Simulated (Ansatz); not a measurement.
Run on AlSn: DFT, PBEsol, PAW with Ansatz's default frozen-core files, scalar-relativistic (Ansatz 0.2.0). This run: the series' base cell.

The base volume is that of a database entry, so it needn't be at zero pressure; the structure needn't be the stable phase, at rest or compressed.

Command: `ansatz run input.yaml --threads 1 --pin off --max-ram 2048MiB --backend cpu --events-out ev --progress --plain --runs-dir out` It took 7.7 s on 1 thread of Arm Neoverse V2, with other jobs on the host, peak memory 0.39 GiB.

```yaml
crystal:
  lattice:
    - [4.1981056157, 0.0, 0.0]
    - [-2.0990528078, 3.6356661109, 0.0]
    - [0.0, 0.0, 3.306847]
  atoms:
    - { symbol: Al, position: [0.0, 0.0, 0.0] }
    - { symbol: Sn, position: [0.3333333333, 0.6666666667, 0.5] }
kpoints:
  mp_grid: { grid: [10, 10, 11] }
  band_path:
    path:
      - [0.0, 0.0, 0.0]
      - [0.5, 0.0, 0.0]
      - [0.3333333333, 0.3333333333, 0.0]
      - [0.0, 0.0, 0.0]
      - [0.0, 0.0, 0.5]
      - [0.5, 0.0, 0.5]
      - [0.3333333333, 0.3333333333, 0.5]
      - [0.0, 0.0, 0.5]
      - [0.5, 0.0, 0.5]
    npoints: 6
scf:
  occupations: { method: fermi_dirac, width: 0.05 }
hamiltonian:
  xc: pbesol
  pseudopotentials: { kind: paw }
output:
  forces: true
  stress: true
  eigenvalues: true
  efg: { contact_densities: true }
  populations: true
```

Output:

```
Sn: output.efg is read without spin–orbit coupling, which moves field gradients at and beside such atoms by some per cent and up to a factor of two; PAW files take it under magnetization.noncollinear and magnetization.spin_orbit
Engine: ansatz 0.2.0
Pseudopotentials: kind: paw
Pseudopotential: Al, paw, valence charge 3, recommended cutoff 420 eV (normal), Al.paw.azcp
Pseudopotential: Sn, paw, valence charge 14, recommended cutoff 420 eV (normal), Sn.paw.azcp
Functional definition: PBEsol
  exchange = pbesol_x
  correlation = pbesol_c
Crystal: 2 atoms, lattice volume = 50.472 Å³
Basis set: ecut = 420 eV, 953 PW (Γ), exchange–correlation on 60×60×48 points (8 copies of the dense FFT grid, shifted against one another)
Bands: 13, of which v1, the nominal top of the filled ones, is band 9 counted from 1 (8 counted from 0)
Symmetry: 12 space group operations
Space group: P-6m2 (ITA 187), of the structure as read, at distance tolerance 3.7e-5 Å
k-points: 84 of 1100 (time reversal used)
Non-local potential: Al, projectors of the file, l = 0: 2, l = 1: 2, l = 2: 1
Non-local potential: Sn, projectors of the file, l = 0: 2, l = 1: 2, l = 2: 2, l = 3: 2
PAW form: soft (Blöchl's): semilocal exchange-correlation on the pseudo side does not see the compensation charge
PAW frozen core: Al, regenerated for the run's functional, and the local potential with it (the file was generated under x = pbe(κ = 0.804, μ = 0.2195149727645171), c = pbe(β = 0.06672455060314922))
PAW frozen core: Sn, regenerated for the run's functional, and the local potential with it (the file was generated under x = pbe(κ = 0.804, μ = 0.2195149727645171), c = pbe(β = 0.06672455060314922))
PAW one-centre angular grid: Al, 110 points (default); XC on 64 Gauss nodes
PAW one-centre angular grid: Sn, 590 points (default); XC on 64 Gauss nodes
Initial density: superposition of atomic densities (neutral atoms: chi_scale 0, normalization atom), corrected by the library's trained network
Initial wavefunctions: pseudopotential atomic-orbital guess
Functional: x = pbesol(κ = 0.804, μ = 0.12345679012345678), c = pbesol(β = 0.046)
SCF iter   1: F=—  HF=-6473.944966 eV  |F-HF|=—  |Δ(HF+E_count)|=         —  Δρ=2.22e-3  dr2=2.25e-3  ethr=1.77e-3  ⟨swp⟩=6.0  Hψ=7043  notcnv=0
preconditioner: auto → none  [metal: Δε(μ)=0.070 eV  Ē_g=18.248 eV  σ=0.050 eV  W_gap=0.31  n_scr=8 (ndim 8)  ℏωp=21.6 eV  f_vac=0.000  D(μ)=0.78/eV (n_scr^D=0)  sad-step TF]
SCF iter   2: F=—  HF=-6473.943696 eV  |F-HF|=—  |Δ(HF+E_count)|=   1.27e-3  Δρ=1.40e-3  dr2=9.24e-4  ethr=1.32e-5  ⟨swp⟩=1.5  Hψ=1835  notcnv=0
SCF iter   3: F=—  HF=-6473.943562 eV  |F-HF|=—  |Δ(HF+E_count)|=   1.34e-4  Δρ=6.84e-4  dr2=1.74e-4  ethr=5.44e-6  ⟨swp⟩=2.0  Hψ=1771  notcnv=0
SCF iter   4: F=—  HF=-6473.943458 eV  |F-HF|=—  |Δ(HF+E_count)|=   1.04e-4  Δρ=2.47e-4  dr2=1.76e-5  ethr=1.02e-6  ⟨swp⟩=2.2  Hψ=1657  notcnv=0
SCF iter   5: F=—  HF=-6473.943453 eV  |F-HF|=—  |Δ(HF+E_count)|=   5.13e-6  Δρ=6.15e-5  dr2=1.22e-6  ethr=1.04e-7  ⟨swp⟩=2.0  Hψ=1765  notcnv=0
SCF iter   6: F=—  HF=-6473.943452 eV  |F-HF|=—  |Δ(HF+E_count)|=   6.54e-7  Δρ=1.86e-5  dr2=1.29e-7  ethr=7.20e-9  ⟨swp⟩=2.0  Hψ=1489  notcnv=0
SCF iter   7: F=-6473.943452 eV  HF=-6473.943452 eV  |F-HF|=9.11e-9  |Δ(HF+E_count)|=   7.37e-8  Δρ=4.64e-6  dr2=7.19e-9  ethr=5.88e-10  ⟨swp⟩=5.7  Hψ=3695  notcnv=0
SCF 1 converged in 7 iterations: F = -6473.943452 eV  dr2 = 7.19e-9
  greatest PAW one-centre occupation: 0.991 electrons in one spin orbital (limit 2), on the Sn atom at site 1 (counted from 0), in its partial waves of l = 2
NSCF: frozen V_eff on 49 k-points
SCF converged after 7 iterations
Free energy (F): -6473.943452 eV
Harris-Foulkes:  -6473.943452 eV  (|F-HF|=9.11e-9)
Internal energy: -6473.937034 eV  (E = F + TS)
E sigma→0 (E₀):  -6473.940243 eV
Entropy (-TS):   -0.006418 eV (-3.209 meV/atom)
Fermi energy:    7.742478 eV
--- Per-component energies (eV) ---
  E_band       = -109.891737
  E_kinetic    = 207.721980
  E_local      = -1144.268325  (includes V_loc(G=0)·N_el)
  E_nonlocal   = -19.837111
  E_hartree    = 664.775722
  E_xc         = -417.449411
  E_vxc        = -124.550899  (∫ρ·V_xc dr)
  E_paw        = -4519.834797  (= ΣΔE_a)
  E_vpaw       = -358.512645  (= ΣTr[D̂ρ^β])
  E_aug_tail   = -0.000003  (compensation charges beyond the density's cutoff)
  E_ewald      = -1245.349068
  E_core_change = 0.303979  (= ΣΔE_core)
  E_smearing   = -0.006418  (= −TS)
  E_closure    = -0.000000  (closes the sum)
  Σ components = -6473.943452   (vs F -6473.943452, Δ=0.00e0)
--- Forces (eV/Å), atoms counted from 1 ---
  atom   1  Al    -0.00000000    -0.00000000     0.00000000
  atom   2  Sn     0.00000000     0.00000000     0.00000000
  max |Σ_I F_I| component: 3.70e-17 eV/Å
--- Stress (GPa, compression-positive) ---
       -1.929199       0.000000       0.000000
        0.000000      -1.929199       0.000000
        0.000000       0.000000      -2.171139
  P = ⅓ Tr σ = -2.0098 GPa (-20.098 kbar)
--- PAW observables at the nuclei: V_zz in 10²¹ V/m², potentials from the cell's mean, atoms counted from 1 ---
  atom   1  Al V_zz =    +0.334470   η = 0.0000   by run symmetry: allowed
            electrostatic potential = -1229.303186 V   contact ρ = 10048.556788 e/Å³
  atom   2  Sn V_zz =    +6.599982   η = 0.0000   by run symmetry: allowed
            electrostatic potential = -8170.897822 V   contact ρ = 1234612.941367 e/Å³
--- Band table (eV; the first three rows and the last of 84) ---
  k-point 0: bands = ["-13.5454", "-13.4271", "-13.4271", "-13.4159", "-13.4159", "-2.6921", "7.5547", "7.5547", "8.4536", "10.3637", "10.9006", "10.9006", "12.9221"]
  k-point 1: bands = ["-13.5313", "-13.4266", "-13.4266", "-13.4210", "-13.4210", "-2.5764", "7.6763", "7.6763", "8.3448", "9.2443", "10.9927", "10.9927", "13.6681"]
  k-point 2: bands = ["-13.4932", "-13.4351", "-13.4351", "-13.4246", "-13.4246", "-2.2292", "6.8269", "8.0364", "8.0364", "9.0682", "11.2600", "11.2600", "14.0530"]
  k-point 83: bands = ["-13.4904", "-13.4867", "-13.4130", "-13.4065", "-13.3567", "2.0869", "4.2014", "4.4434", "5.7597", "6.7279", "8.3697", "14.9718", "15.3592"]
--- Löwdin populations: 2 sites ---
  site symbol       q [e]
     0     Al      3.0082
     1     Sn     13.9253
  spilling = 0.003912 (of n_electrons = 17.000000)
```

populations.tsv:

```
# site	symbol	l	j	q
# orbitals = lowdin
# n_electrons = 17.000000
# spilling = 0.003912
0	Al	0_3S	-	1.140463
0	Al	1_3P	-	1.867694
1	Sn	0_5S	-	1.450861
1	Sn	1_5P	-	2.485810
1	Sn	2_4D	-	9.988673
```

Next run (volume at 0.8 of the series' base cell), as changes to the input before:

```diff
   lattice:
-    - [4.1981056157, 0.0, 0.0]
-    - [-2.0990528078, 3.6356661109, 0.0]
-    - [0.0, 0.0, 3.306847]
+    - [3.8971760296, 0.0, 0.0]
+    - [-1.9485880148, 3.3750534446, 0.0]
+    - [0.0, 0.0, 3.0698048219]
   atoms:
```

Command: `ansatz run input.yaml --threads 1 --pin off --max-ram 2048MiB --backend cpu --events-out ev --progress --plain --runs-dir out` It took 6.4 s on 1 thread of Arm Neoverse V2, on a shared host, peak memory 0.38 GiB.

Results part of the output:

```
SCF 1 converged in 6 iterations: F = -6473.619841 eV  dr2 = 8.40e-8
  greatest PAW one-centre occupation: 0.991 electrons in one spin orbital (limit 2), on the Sn atom at site 1 (counted from 0), in its partial waves of l = 2
NSCF: frozen V_eff on 49 k-points
SCF converged after 6 iterations
Free energy (F): -6473.619841 eV
Harris-Foulkes:  -6473.619841 eV  (|F-HF|=9.07e-8)
Internal energy: -6473.611681 eV  (E = F + TS)
E sigma→0 (E₀):  -6473.615761 eV
Entropy (-TS):   -0.008160 eV (-4.080 meV/atom)
Fermi energy:    10.631987 eV
--- Per-component energies (eV) ---
  E_band       = -66.642658
  E_kinetic    = 214.738519
  E_local      = -999.572593  (includes V_loc(G=0)·N_el)
  E_nonlocal   = -18.955233
  E_hartree    = 612.760487
  E_xc         = -420.630332
  E_vxc        = -128.737529  (∫ρ·V_xc dr)
  E_paw        = -4520.744888  (= ΣΔE_a)
  E_vpaw       = -359.649447  (= ΣTr[D̂ρ^β])
  E_aug_tail   = -0.000003  (compensation charges beyond the density's cutoff)
  E_ewald      = -1341.511616
  E_core_change = 0.303979  (= ΣΔE_core)
  E_smearing   = -0.008160  (= −TS)
  E_closure    = -0.000000  (closes the sum)
  Σ components = -6473.619841   (vs F -6473.619841, Δ=0.00e0)
--- Forces (eV/Å), atoms counted from 1 ---
  atom   1  Al    -0.00000000     0.00000000    -0.00000000
  atom   2  Sn     0.00000000    -0.00000000     0.00000000
  max |Σ_I F_I| component: 3.70e-17 eV/Å
--- Stress (GPa, compression-positive) ---
       14.950728       0.000000       0.000000
        0.000000      14.950728       0.000000
        0.000000       0.000000      16.797197
  P = ⅓ Tr σ = 15.5662 GPa (155.662 kbar)
--- PAW observables at the nuclei: V_zz in 10²¹ V/m², potentials from the cell's mean, atoms counted from 1 ---
  atom   1  Al V_zz =    +0.677387   η = 0.0000   by run symmetry: allowed
            electrostatic potential = -1233.241931 V   contact ρ = 10047.198970 e/Å³
  atom   2  Sn V_zz =   +10.594606   η = 0.0000   by run symmetry: allowed
            electrostatic potential = -8174.394107 V   contact ρ = 1234600.625473 e/Å³
--- Band table (eV; the first three rows and the last of 84) ---
  k-point 0: bands = ["-10.9278", "-10.6933", "-10.6933", "-10.6585", "-10.6585", "-1.3988", "10.3394", "10.3394", "12.5930", "13.7453", "13.9308", "13.9308", "16.2307"]
  k-point 1: bands = ["-10.8999", "-10.6919", "-10.6919", "-10.6696", "-10.6696", "-1.2630", "10.4901", "10.4901", "12.1204", "12.7364", "14.0392", "14.0392", "16.7502"]
  k-point 2: bands = ["-10.8252", "-10.6999", "-10.6999", "-10.6874", "-10.6874", "-0.8539", "9.7916", "10.9347", "10.9347", "13.0522", "14.3603", "14.3603", "17.1277"]
  k-point 83: bands = ["-10.8216", "-10.8125", "-10.6620", "-10.6456", "-10.5493", "4.7571", "6.4837", "6.7086", "8.7487", "9.0234", "10.9522", "18.8353", "19.5767"]
--- Löwdin populations: 2 sites ---
  site symbol       q [e]
     0     Al      2.9770
     1     Sn     13.9393
  spilling = 0.004923 (of n_electrons = 17.000000)
```

Next run (volume at 0.75 of the series' base cell), as changes to the input before:

```diff
   lattice:
-    - [3.8971760296, 0.0, 0.0]
-    - [-1.9485880148, 3.3750534446, 0.0]
-    - [0.0, 0.0, 3.0698048219]
+    - [3.8142320826, 0.0, 0.0]
+    - [-1.9071160413, 3.3032218794, 0.0]
+    - [0.0, 0.0, 3.0044698905]
   atoms:
   populations: true
+  write_density: true
+  write_potential: true
+  elf: true
+  volumetric_format: npy
```

Command: `ansatz run input.yaml --threads 1 --pin off --max-ram 2048MiB --backend cpu --events-out ev --progress --plain --runs-dir out` It took 6.9 s on 1 thread of Arm Neoverse V2 (shared host), peak memory 0.38 GiB.

Results part of the output:

```
SCF 1 converged in 8 iterations: F = -6473.309493 eV  dr2 = 1.04e-8
  greatest PAW one-centre occupation: 0.991 electrons in one spin orbital (limit 2), on the Sn atom at site 1 (counted from 0), in its partial waves of l = 2
NSCF: frozen V_eff on 49 k-points
SCF converged after 8 iterations
Free energy (F): -6473.309493 eV
Harris-Foulkes:  -6473.309493 eV  (|F-HF|=1.22e-8)
Internal energy: -6473.302316 eV  (E = F + TS)
E sigma→0 (E₀):  -6473.305905 eV
Entropy (-TS):   -0.007178 eV (-3.589 meV/atom)
Fermi energy:    11.580133 eV
--- Per-component energies (eV) ---
  E_band       = -52.736540
  E_kinetic    = 217.181978
  E_local      = -956.349916  (includes V_loc(G=0)·N_el)
  E_nonlocal   = -18.596164
  E_hartree    = 597.508637
  E_xc         = -421.707974
  E_vxc        = -130.133468  (∫ρ·V_xc dr)
  E_paw        = -4520.958845  (= ΣΔE_a)
  E_vpaw       = -359.860289  (= ΣTr[D̂ρ^β])
  E_aug_tail   = -0.000004  (compensation charges beyond the density's cutoff)
  E_ewald      = -1370.684007
  E_core_change = 0.303979  (= ΣΔE_core)
  E_smearing   = -0.007178  (= −TS)
  E_closure    = -0.000000  (closes the sum)
  Σ components = -6473.309493   (vs F -6473.309493, Δ=0.00e0)
--- Forces (eV/Å), atoms counted from 1 ---
  atom   1  Al    -0.00000000     0.00000000    -0.00000000
  atom   2  Sn     0.00000000    -0.00000000     0.00000000
  max |Σ_I F_I| component: 1.85e-17 eV/Å
--- Stress (GPa, compression-positive) ---
       23.237361       0.000000       0.000000
        0.000000      23.237361       0.000000
        0.000000       0.000000      26.369909
  P = ⅓ Tr σ = 24.2815 GPa (242.815 kbar)
--- PAW observables at the nuclei: V_zz in 10²¹ V/m², potentials from the cell's mean, atoms counted from 1 ---
  atom   1  Al V_zz =    +0.741189   η = 0.0000   by run symmetry: allowed
            electrostatic potential = -1234.554385 V   contact ρ = 10046.950857 e/Å³
  atom   2  Sn V_zz =   +11.807866   η = 0.0000   by run symmetry: allowed
            electrostatic potential = -8175.531711 V   contact ρ = 1234598.631715 e/Å³
--- Band table (eV; the first three rows and the last of 84) ---
  k-point 0: bands = ["-10.1096", "-9.8283", "-9.8283", "-9.7807", "-9.7807", "-0.9665", "11.2645", "11.2645", "13.8481", "14.8567", "14.9257", "14.9257", "17.3308"]
  k-point 1: bands = ["-10.0762", "-9.8265", "-9.8265", "-9.7943", "-9.7943", "-0.8246", "11.4254", "11.4254", "13.0981", "14.1007", "15.0384", "15.0384", "17.7543"]
  k-point 2: bands = ["-9.9863", "-9.8319", "-9.8319", "-9.8206", "-9.8206", "-0.3966", "10.7172", "11.8988", "11.8988", "14.3923", "15.3729", "15.3729", "18.1260"]
  k-point 83: bands = ["-9.9828", "-9.9712", "-9.7893", "-9.7683", "-9.6512", "5.5805", "7.2097", "7.5367", "9.7541", "9.7900", "11.8066", "20.0572", "20.9001"]
--- Löwdin populations: 2 sites ---
  site symbol       q [e]
     0     Al      2.9674
     1     Sn     13.9432
  spilling = 0.005259 (of n_electrons = 17.000000)
```

Next run (volume at 0.65 of the series' base cell), as changes to the input before:

```diff
   lattice:
-    - [3.8142320826, 0.0, 0.0]
-    - [-1.9071160413, 3.3032218794, 0.0]
-    - [0.0, 0.0, 3.0044698905]
+    - [3.6365632526, 0.0, 0.0]
+    - [-1.8182816263, 3.1493561592, 0.0]
+    - [0.0, 0.0, 2.8645201868]
   atoms:
   populations: true
-  write_density: true
-  write_potential: true
-  elf: true
-  volumetric_format: npy
```

Command: `ansatz run input.yaml --threads 1 --pin off --max-ram 2048MiB --backend cpu --events-out ev --progress --plain --runs-dir out` It took 5.7 s on 1 thread of Arm Neoverse V2 (shared host), peak memory 0.38 GiB.

Results part of the output:

```
SCF 1 converged in 8 iterations: F = -6472.150680 eV  dr2 = 8.18e-10
  greatest PAW one-centre occupation: 0.991 electrons in one spin orbital (limit 2), on the Sn atom at site 1 (counted from 0), in its partial waves of l = 2
NSCF: frozen V_eff on 49 k-points
SCF converged after 8 iterations
Free energy (F): -6472.150680 eV
Harris-Foulkes:  -6472.150680 eV  (|F-HF|=8.81e-10)
Internal energy: -6472.142823 eV  (E = F + TS)
E sigma→0 (E₀):  -6472.146751 eV
Entropy (-TS):   -0.007857 eV (-3.929 meV/atom)
Fermi energy:    13.915199 eV
--- Per-component energies (eV) ---
  E_band       = -19.500175
  E_kinetic    = 223.302558
  E_local      = -858.017609  (includes V_loc(G=0)·N_el)
  E_nonlocal   = -17.615217
  E_hartree    = 563.258521
  E_xc         = -424.324248
  E_vxc        = -133.490955  (∫ρ·V_xc dr)
  E_paw        = -4521.400321  (= ΣΔE_a)
  E_vpaw       = -360.197127  (= ΣTr[D̂ρ^β])
  E_aug_tail   = -0.000003  (compensation charges beyond the density's cutoff)
  E_ewald      = -1437.650483
  E_core_change = 0.303979  (= ΣΔE_core)
  E_smearing   = -0.007857  (= −TS)
  E_closure    = 0.000000  (closes the sum)
  Σ components = -6472.150680   (vs F -6472.150680, Δ=0.00e0)
--- Forces (eV/Å), atoms counted from 1 ---
  atom   1  Al    -0.00000000     0.00000000     0.00000000
  atom   2  Sn     0.00000000    -0.00000000     0.00000000
  max |Σ_I F_I| component: 3.70e-17 eV/Å
--- Stress (GPa, compression-positive) ---
       49.339254       0.000000       0.000000
        0.000000      49.339254       0.000000
        0.000000       0.000000      57.586536
  P = ⅓ Tr σ = 52.0883 GPa (520.883 kbar)
--- PAW observables at the nuclei: V_zz in 10²¹ V/m², potentials from the cell's mean, atoms counted from 1 ---
  atom   1  Al V_zz =    +0.852004   η = 0.0000   by run symmetry: allowed
            electrostatic potential = -1237.750827 V   contact ρ = 10046.536744 e/Å³
  atom   2  Sn V_zz =   +15.030864   η = 0.0000   by run symmetry: allowed
            electrostatic potential = -8178.264600 V   contact ρ = 1234596.256728 e/Å³
--- Band table (eV; the first three rows and the last of 84) ---
  k-point 0: bands = ["-8.2085", "-7.7914", "-7.7914", "-7.7026", "-7.7026", "0.1037", "13.5296", "13.5296", "16.6656", "17.3554", "17.3554", "17.5588", "19.9771"]
  k-point 1: bands = ["-8.1590", "-7.7886", "-7.7886", "-7.7240", "-7.7240", "0.2596", "13.7162", "13.7162", "15.4434", "17.3269", "17.4749", "17.4749", "20.2051"]
  k-point 2: bands = ["-8.0259", "-7.7852", "-7.7852", "-7.7768", "-7.7768", "0.7314", "12.9376", "14.2639", "14.2639", "17.6192", "17.8330", "17.8330", "20.5485"]
  k-point 83: bands = ["-8.0217", "-8.0026", "-7.7300", "-7.6944", "-7.5176", "7.4893", "8.9880", "9.6639", "11.6250", "12.2817", "13.9039", "22.9618", "24.0047"]
--- Löwdin populations: 2 sites ---
  site symbol       q [e]
     0     Al      2.9497
     1     Sn     13.9471
  spilling = 0.006067 (of n_electrons = 17.000000)
```

Spin–orbit coupling is left out, which matters for the heavy atoms. The PAW files were made under PBE.
